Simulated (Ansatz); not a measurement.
Relaxed candidate structures of ZnCu₂SnS₄:

**A**
```
CELL_PARAMETERS angstrom
      4.43767     0.00000     0.00000
     -2.21883     3.84313     0.00000
      0.00000     0.00000    11.36370
ATOMIC_POSITIONS crystal
  Cu 0.66667 0.33333 0.55640
  Cu 0.33333 0.66667 0.55640
  S  0.00000 0.00000 0.90260
  S  0.66667 0.33333 0.34643
  S  0.33333 0.66667 0.34643
  S  0.00000 0.00000 0.58443
  Sn 0.00000 0.00000 0.09724
  Zn 0.00000 0.00000 0.37404
```

**B**
```
CELL_PARAMETERS angstrom
      4.31249     0.00000     0.00000
      0.00000     7.76915     0.00000
      0.00000     0.00000     6.39865
ATOMIC_POSITIONS crystal
  Cu 0.74956 0.00000 0.00400
  Cu 0.25044 0.00000 0.00400
  S  0.50000 0.31072 0.67796
  S  0.50000 0.68928 0.67796
  S  0.00000 0.00000 0.28404
  S  0.50000 0.00000 0.71132
  Sn 0.50000 0.50000 0.01450
  Zn 0.00000 0.50000 0.64155
```

**C**
```
CELL_PARAMETERS angstrom
      5.06532     0.00000     0.00000
     -1.77715     5.59550     0.00000
     -1.26602    -2.37931     5.68189
ATOMIC_POSITIONS crystal
  Cu 0.49381 0.15359 0.45117
  Cu 0.18821 0.77269 0.81660
  S  0.87501 0.48022 0.44629
  S  0.31066 0.46482 0.95255
  S  0.06606 0.94031 0.14212
  S  0.47527 0.16521 0.80978
  Sn 0.70265 0.80068 0.35140
  Zn 0.93499 0.27078 0.09082
```

**D**
```
CELL_PARAMETERS angstrom
     -2.70702     2.70702     5.41184
      2.70702    -2.70702     5.41184
      2.70702     2.70702    -5.41184
ATOMIC_POSITIONS crystal
  Cu 0.75000 0.25000 0.50000
  Cu 0.50000 0.50000 0.00000
  Zn 0.00000 0.00000 0.00000
  Sn 0.25000 0.75000 0.50000
  S  0.38528 0.87868 0.02217
  S  0.85651 0.36311 0.97783
  S  0.12132 0.14349 0.50660
  S  0.63689 0.61472 0.49340
```

Q: Order them by energy per atom (lowest first) at the level r2SCAN (plane waves to 500 eV, PAW, scalar-relativistic; Ansatz, a quantum-chemistry and plane-wave program).

A: D (reference, the lowest among the structures calculated here), C (+0.168 eV/atom), B (+0.77 eV/atom), A (+0.82 eV/atom)

Q: Give each candidate's band gap.

A: No gap: A, B. C: 0.83 eV (no spin-orbit coupling); D: 0.47 eV (no spin-orbit coupling).

Each run could gain symmetry but not lose that of its start, so entries can be saddle points. From databases, or of a type measured for this composition: I-4, tI16; the others are generated cells (placed on structure types, drawn at random, substituted or restacked) that were not matched to a known phase here. Energies are at zero temperature and pressure, without zero-point motion. No spin polarisation in the result.
